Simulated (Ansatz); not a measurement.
Here is an unrelaxed guess for NdScSb2.

```cif
data_structure
_symmetry_space_group_name_H-M 'P-3m1'
_symmetry_Int_Tables_number 164
_cell_length_a 3.6925
_cell_length_b 3.6925
_cell_length_c 7.4321
_cell_angle_alpha 90.000
_cell_angle_beta 90.000
_cell_angle_gamma 120.000
_cell_volume 87.76
loop_
_atom_site_label
_atom_site_type_symbol
_atom_site_symmetry_multiplicity
_atom_site_Wyckoff_symbol
_atom_site_fract_x
_atom_site_fract_y
_atom_site_fract_z
_atom_site_occupancy
Nd1 Nd 1 a 0.00000 0.00000 0.00000 1
Sc1 Sc 1 b 0.00000 0.00000 0.50000 1
Sb1 Sb 2 d 0.33333 0.66667 0.24963 1
```

Level of theory: DFT PBE, scalar-relativistic, plane waves, PAW, and for the lanthanide a 4f-in-core norm-conserving potential, in Ansatz. Settings: cutoff 660 eV, Γ-centred mesh 6×6×4 on the computed 4-atom cell, Gaussian smearing of 0.10 eV; no spin polarisation.

Formation energies are uncorrected and refer to the elements' standard structures at the same level.

**Question.** What does a single point on this coarse mesh give?

**Answer.** The pressure is 31.7 GPa (the mean over three directions, positive in compression), the largest force is 2.98 eV/Å, and the energy is −0.26 eV/atom against the elements. The shortest distance is 2.83 Å.

**Question.** How much does it gain on relaxing, and where does it end?

**Answer.** Relaxing gains about 0.73 eV/atom (the start's value is from the coarse mesh, so the gain is rough) in 12 ionic steps and ends at −1.00 eV/atom on the finer mesh. The symmetry stays P-3m1 (No. 164). The volume per atom grows by 35.8 %, from 21.9 to 29.8 Å³. The shortest distance goes from 2.83 Å (Nd–Sb) to 3.00 Å (Sc–Sb). The ratio c/a of the conventional cell changes by a factor of 0.85. Conventional cell: a = 4.315 Å, c = 7.389 Å. Nd is surrounded by 6 Sb at 3.21 Å and 2 Sc at 3.69 Å; around Sc lie 6 Sb at 3.00 Å and 2 Nd at 3.69 Å; Sb is surrounded by 3 Sc at 3.00 Å and 3 Nd at 3.21 Å.

The last run used a 12×12×6 mesh (in the run's order of axes) for its 4-atom cell and Gaussian smearing of 0.10 eV. Spin–orbit coupling, which can matter for Sb, is left out. Trial moments died out on the coarse mesh, so the last step has no spin; another magnetic start might hold. The relaxation can't lower the symmetry of the start. Symmetry constrained the relaxation, so the result can be a saddle point.

The lanthanide is trivalent by construction, without f bands, f moments or other valences. The reference runs of the other elements, and any phases without the lanthanide, used 420 eV, which shifts energies against them by under 10 meV/atom. The lanthanide's reference is the lowest of its hcp, dhcp and fcc cells.
